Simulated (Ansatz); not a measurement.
Given:

Rb2ScAgCl6:
```
Rb2ScAgCl6
1.0
    0.00000     5.17947     5.17947
    5.17947     0.00000     5.17947
    5.17947     5.17947     0.00000
Rb Sc Ag Cl
2 1 1 6
Direct
  0.75000   0.75000   0.75000
  0.25000   0.25000   0.25000
  0.00000   0.00000   0.00000
  0.50000   0.50000   0.50000
  0.76021   0.23979   0.23979
  0.23979   0.76021   0.76021
  0.23979   0.76021   0.23979
  0.76021   0.23979   0.76021
  0.23979   0.23979   0.76021
  0.76021   0.76021   0.23979
```

This is the r²SCAN-relaxed structure.

Task: All from the program Ansatz at the r²SCAN level (PAW), unless another level is named. Estimate the electron effective mass with spin–orbit coupling, band 2 of 2 at the edge.

Result: 3.9 along [100], 4.1 along [110], 4.2 along [111] (mₑ).

Task: Predict the gap with spin–orbit coupling.

Result: 3.54 eV.

Task: What about the weight of the conduction-edge state by species (Voronoi cells)?

Result: Sc 78 %, Cl 19 %.

Task: Next, the valence-band maximum?

Result: at L.

Space group Fm-3m. The workflow started from a Materials Project entry (that database holds measured and hypothetical structures alike); the Crystallography Open Database copy checked does not list it. Whether it is the stable phase at ambient conditions was not checked. The r²SCAN relaxation kept the symmetry of its start; whether a distortion lowers the energy is not shown. No spin polarisation was allowed. Scalar-relativistic: spin–orbit coupling is off unless named, which matters more the heavier the elements.

Potentials: the later of the program's two PAW sets.
